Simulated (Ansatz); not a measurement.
## NaCl: structures and their energies

11 relaxations of NaCl ended in 3 distinct structures. Calculation: PBEsol (plane waves to 420 eV, PAW, scalar-relativistic; Ansatz, an electronic-structure program).

```csv
#,space group,Pearson,type,E − E(lowest) (eV/atom),V (Å³/atom),"gap (eV, no SOC)",coordination,runs ending here
1,Fm-3m,cF8,rock salt type,0.000,21.98,5.01,"Cl 6 (octahedral), Na 6 (octahedral)",9
2,P6₃/mmc,hP4,NiAs type,0.056,22.50,4.38,"Na 6 (trigonal prismatic), Cl 6 (octahedral)",1
3,F-43m,cF8,zinc blende type,0.097,29.48,4.84,"Cl 4 (tetrahedral), Na 4 (tetrahedral)",1
```

Coordination numbers (neighbours up to the widest gap in distance over summed covalent radii, below 1.35; n+m marks a second, longer set; metal–metal contacts left out). Fm-3m, cF8, rock salt type is the lowest among the structures calculated here.

Space group Fm-3m (No. 225); a = 5.6023 Å, b = 5.6023 Å, c = 5.6023 Å, α = 90.00°, β = 90.00°, γ = 90.00°

```csv
atom,site,symmetry,x,y,z
Cl,4b,m-3m,0.5000,0.5000,0.5000
Na,4a,m-3m,0.0000,0.0000,0.0000
```
(The calculation used a cell of 2 atoms; values per cell refer to that cell.)

Each run could gain symmetry but not lose that of its start, so entries can be saddle points. From databases, or of a type measured for this composition: Fm-3m, cF8, rock salt type; P6₃/mmc, hP4, NiAs type; the others are generated cells (placed on structure types, drawn at random, substituted or restacked) that were not matched to a known phase here. Static energies at zero pressure. The runs use different k-meshes, so differences are rounded accordingly. No spin polarisation in the result.
